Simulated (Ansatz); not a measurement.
Values for one crystal, relaxed and computed with DFT-PBEsol in the program Ansatz with PAW potentials; other levels are named.

- Volume per atom = 14.42 Å³
- Electronic character = metallic (no gap)
- Young's modulus = 213 GPa
- Bulk modulus (Birch–Murnaghan fit) = 202 GPa
- Pressure derivative B′ = 4.7
- Density of states at the Fermi level = 0.11 states/eV per atom (mean over ±0.08 eV)
- Poisson's ratio = 0.32

Question: Pick the material that matches.
(A) SnPt, P6/mmm (Pt on 3f, Sn on 1a, Sn on 2d)
(B) AlRu, CsCl type
(C) AlPt, P2_13 (Al on 4a, Pt on 4a)
(D) MoPt, rock salt

Answer: C, AlPt, P2_13 (Al on 4a, Pt on 4a)

The workflow started from a Materials Project entry (that database holds measured and hypothetical structures alike); the Crystallography Open Database copy checked does not list it. With Al and Pt taken as one species the cell has the higher symmetry Pa-3, so it may be an ordered model of a mixed-site phase. Its standing as an ambient phase is unchecked. The PBEsol relaxation kept the symmetry of its start; whether a distortion lowers the energy is not shown. The run is not spin-polarised. Scalar-relativistic: spin–orbit coupling is off unless named, which matters more the heavier the elements.

Potentials: the earlier of the program's two PAW sets. The files were generated under PBE; for other functionals the program regenerates the frozen cores, and for LDA and PBEsol the local potential too.
